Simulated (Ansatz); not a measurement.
Rb2NaScCl6:
```cif
data_Cl24Na4Rb8Sc4
_chemical_formula_sum 'Rb8 Na4 Sc4 Cl24'
_space_group_name_H-M_alt 'Fm-3m'
_space_group_IT_number 225
_space_group_name_Hall '-F 4 2 3'
_cell_length_a 10.37045
_cell_length_b 10.37045
_cell_length_c 10.37045
_cell_angle_alpha 90.000
_cell_angle_beta 90.000
_cell_angle_gamma 90.000
loop_
_atom_site_label
_atom_site_type_symbol
_atom_site_symmetry_multiplicity
_atom_site_Wyckoff_symbol
_atom_site_fract_x
_atom_site_fract_y
_atom_site_fract_z
_atom_site_occupancy
Rb1 Rb 8 c 0.25000 0.25000 0.25000 1
Na1 Na 4 b 0.50000 0.50000 0.50000 1
Sc1 Sc 4 a 0.00000 0.00000 0.00000 1
Cl1 Cl 24 e 0.00000 0.00000 0.23925 1
```
(The calculation used a cell of 10 atoms; values per cell refer to that cell.)

This is the r²SCAN-relaxed structure.

Question: All from DFT-r²SCAN in the program Ansatz with PAW potentials, unless another level is named. Give the HSE06 gap on the r²SCAN cell.

Answer: 5.53 eV.

Question: What about the gap with spin–orbit coupling?

Answer: 4.36 eV.

Question: What about the weight of the conduction-edge state by species (Voronoi cells)?

Answer: Sc 78 %, Cl 20 %.

The first step of the workflow began from a Materials Project structure, measured or hypothetical; the Crystallography Open Database copy checked does not list it. Its standing as an ambient phase is unchecked. Symmetry was held in the r²SCAN relaxation; its stability against distortions is not shown here. No spin polarisation was allowed. Spin–orbit coupling is left out wherever it is not named.

Potentials: the later of the program's two PAW sets.
